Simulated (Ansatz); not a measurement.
**Sn, one cell by several methods**

```xyz
2
Lattice="0.0000 3.2456 3.2131 3.2456 0.0000 3.2131 3.2456 3.2456 0.0000" Properties=species:S:1:pos:R:3 pbc="T T T"
Sn    3.2456    3.2456    3.2131
Sn    4.8684    4.8684    4.8197
```

Atom numbers follow the list: Sn1, Sn2.

The cell is COD entry 9008568, as deposited and not checked against the literature; nothing was relaxed. The listed cell was then made from it by scaling, straining or moving an atom.

No spin–orbit coupling, which matters for the heavy atoms here.

Levels of theory: DFT, LDA, PAW with Ansatz's default frozen-core files, scalar-relativistic (Ansatz 0.2.0); DFT, LDA, all-electron PAW with datasets made for the crystal, scalar-relativistic (Ansatz 0.2.0); DFT, LDA, all-electron LAPW, scalar-relativistic (Ansatz 0.2.0).

For PAW: a Γ-centred 9×9×9 k mesh, Fermi–Dirac smearing of 0.03 eV, cutoff 420 eV, no spin polarisation; the PAW files were made with PBE, and the program remakes their frozen cores for this functional. The crystal-made all-electron datasets (AE datasets) take a cutoff of 240 eV at this cell. LAPW targets a basis error of 0.25 meV/atom. The Ansatz runs share mesh, smearing and spin set-up. Plane-wave (PAW) pressures include the program's estimate of the Pulay term.

Stress and pressure are positive in compression.

| quantity | PAW | AE datasets | LAPW |
| --- | --- | --- | --- |
| pressure (GPa) | 0.08 | 0.09 | 0.09 |
| stress xx (GPa) | -0.02 | -0.01 | -0.01 |
| stress zz (GPa) | 0.29 | 0.29 | 0.29 |
